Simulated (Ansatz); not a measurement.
One crystal and one scan (energy over volume and axial ratio) at two levels, PBE (plane waves to 420 eV, PAW, scalar-relativistic; Ansatz, a first-principles code) and r2SCAN (plane waves to 500 eV, PAW, scalar-relativistic; Ansatz), each from its own relaxed cell and on its own mesh. The cell shown is that of PBE.

SiC (zinc blende)

```xyz
2
Lattice="0.0000 2.1899 2.1899 2.1899 0.0000 2.1899 2.1899 2.1899 0.0000" Properties=species:S:1:pos:R:3 pbc="T T T"
C      3.2848     3.2848     3.2848
Si     0.0000     0.0000     0.0000
```

Grid over V/V₀ and (c/a)/(c/a)₀, subscript 0 meaning the relaxed cell; the conventional c axis lies along z; no internal relaxation.

Energies are smeared free energies. SiC was relaxed with its symmetry unable to fall. The PAW data are Ansatz's earlier set. Percentages come from the unrounded values. Both scans cover V/V₀ from 0.960 to 1.040 and (c/a)/(c/a)₀ from 0.920 to 1.080.

| quantity | PBE | r2SCAN | PBE − r2SCAN |
|---|---|---|---|
| Lattice constant a (Å) | 4.380 | 4.357 | +0.023 (+0.5 %) |
| Band gap of the relaxed cell, no spin-orbit coupling (eV) | 1.37 | 1.71 | -0.34 (-20 %) |
| Shear modulus C′ = (C11 − C12)/2 (fit, atoms clamped) (GPa) | 128 | 140 | -12 (-8 %) |

PBE gives the higher value for: lattice constant a. PBE gives the lower value for: band gap of the relaxed cell, no spin-orbit coupling; shear modulus C′. Neither level is exact: the differences show how much the result hangs on the functional.

(Under strain, the slope of the energy per volume gives the stress and its curvature an elastic modulus.)
